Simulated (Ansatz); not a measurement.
Question: Name crystals whose computed values (plane-wave PAW LDA (Ansatz code)) fall in these windows: G_Hill (GPa) 110 to 150; B₀ by P(V) fit (GPa) 230 to 310.

Answer: 

```json
[
 {"crystal": "AlOs, CsCl type", "G_Hill (GPa)": "135", "B₀ by P(V) fit (GPa)": "263"},
 {"crystal": "BeRh, CsCl type", "G_Hill (GPa)": "122", "B₀ by P(V) fit (GPa)": "243"},
 {"crystal": "HfRh3, Cu3Au type", "G_Hill (GPa)": "134", "B₀ by P(V) fit (GPa)": "264"},
 {"crystal": "Ta2C, P-3m1 (Ta on 2d, C on 1a)", "G_Hill (GPa)": "147", "B₀ by P(V) fit (GPa)": "282"},
 {"crystal": "Si3N4, P6_3/m (Si on 6h, N on 2c, N on 6h)", "G_Hill (GPa)": "121", "B₀ by P(V) fit (GPa)": "252"}
]
```
Others may fit too.

Standing as an ambient phase not checked: AlOs, CsCl type; BeRh, CsCl type; HfRh3, Cu3Au type; Ta2C, P-3m1 (Ta on 2d, C on 1a). Perhaps ordered models of mixed-site phases: AlOs, CsCl type; BeRh, CsCl type. All cells were relaxed under the symmetry of their starts (and spin orders); stability against distortions was not tested throughout. Rows with no word on spin ran without spin polarisation. Scalar-relativistic: spin–orbit coupling is off unless named, which matters more the heavier the elements.

Potentials: the later of the program's two PAW sets.
